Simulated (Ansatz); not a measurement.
Ga$_{3}$Co:
```
Ga3Co
1.0
    6.16718     0.00000     0.00000
    0.00000     6.16718     0.00000
    0.00000     0.00000     6.36246
Ga Co
12 4
Direct
  0.50000   0.00000   0.00000
  0.50000   0.00000   0.50000
  0.00000   0.50000   0.50000
  0.00000   0.50000   0.00000
  0.65202   0.34798   0.74461
  0.34798   0.65202   0.25539
  0.15202   0.15202   0.24461
  0.84798   0.84798   0.75539
  0.34798   0.65202   0.74461
  0.65202   0.34798   0.25539
  0.84798   0.84798   0.24461
  0.15202   0.15202   0.75539
  0.84615   0.15385   0.00000
  0.15385   0.84615   0.00000
  0.34615   0.34615   0.50000
  0.65385   0.65385   0.50000
```

Relaxed with PBEsol. Special points in fractions of this cell's reciprocal vectors: Γ (0.000, 0.000, 0.000); X (0.000, 0.500, 0.000); M (0.500, 0.500, 0.000); Z (0.000, 0.000, 0.500); R (0.000, 0.500, 0.500); A (0.500, 0.500, 0.500).

Question: List the band energies nearest the Fermi level at these points for PBEsol with spin–orbit coupling (plane waves, PAW; program Ansatz).

Answer: In eV from the Fermi level; about four levels below and three above (degenerate sets whole), none deeper than 8.9 eV; points with the same levels are listed once.

| k | below | above |
|---|---|---|
| Γ | -0.21 -0.21 -0.20 -0.20 | 0.80 0.80 1.13 1.13 |
| X | -0.33 -0.33 -0.33 -0.33 | 0.24 0.24 0.24 0.24 |
| M | -0.29 -0.29 -0.29 -0.29 | 0.73 0.73 0.73 0.73 |
| Z | -0.41 -0.41 -0.41 -0.41 | 0.39 0.39 0.39 0.39 |
| R | -0.26 -0.26 -0.22 -0.22 | 0.30 0.30 0.33 0.33 |
| A | -0.80 -0.80 -0.80 -0.80 | 0.28 0.28 0.28 0.28 |

Space group P4_2/mnm. The first step of the workflow began from a Materials Project structure, measured or hypothetical; the Crystallography Open Database files this formula in space group No. 136, but the cells were not matched. Its standing as an ambient phase is unchecked. The cell was relaxed with PBEsol under the symmetry of its start; its stability against distortions is not shown here. The run is not spin-polarised.

Potentials: the later of the program's two PAW sets.
